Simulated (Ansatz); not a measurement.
# Is this In2Ga3As5 structure a true minimum?

It was reached by relaxing an invented guess, and it needn't be the stable form of this composition.

Level of theory: DFT PBE, scalar-relativistic, plane waves, PAW in Ansatz. Settings: cutoff 420 eV, Γ-centred mesh 12×12×12 on the computed 10-atom cell, Gaussian smearing of 0.10 eV; no spin polarisation.

The cell below (10 atoms, space group I-4m2 (No. 119)) is relaxed within its symmetry.

```yaml
crystal:
  lattice:
    - [-2.08918, 2.08918, 14.88404]
    - [2.08918, -2.08918, 14.88404]
    - [2.08918, 2.08918, -14.88404]
  atoms:
    - { symbol: In, position: [0.35146, 0.85146, 0.50000] }
    - { symbol: In, position: [0.14854, 0.64854, 0.50000] }
    - { symbol: Ga, position: [0.75000, 0.25000, 0.50000] }
    - { symbol: Ga, position: [0.54717, 0.04717, 0.50000] }
    - { symbol: Ga, position: [0.95283, 0.45283, 0.50000] }
    - { symbol: As, position: [0.90609, 0.90609, 0.00000] }
    - { symbol: As, position: [0.29680, 0.29680, 0.00000] }
    - { symbol: As, position: [0.70320, 0.70320, 0.00000] }
    - { symbol: As, position: [0.09391, 0.09391, 0.00000] }
    - { symbol: As, position: [0.50000, 0.50000, 0.00000] }
```

For the test it was strained at random (σ = 1.5 % a component), the atoms were moved at random (σ = 0.10 Å), and all was relaxed again on a coarse 6×6×6 mesh (in the run’s order of axes) with 0.20 eV smearing, with no symmetry imposed.

Task: Does it come back?

Result: It returns, within 1 meV/atom of the unmoved cell on that mesh and with the same symmetry when read at 0.1 Å. No instability shows in this cell; modes of other wave vectors, which need another repeat, aren't tested.
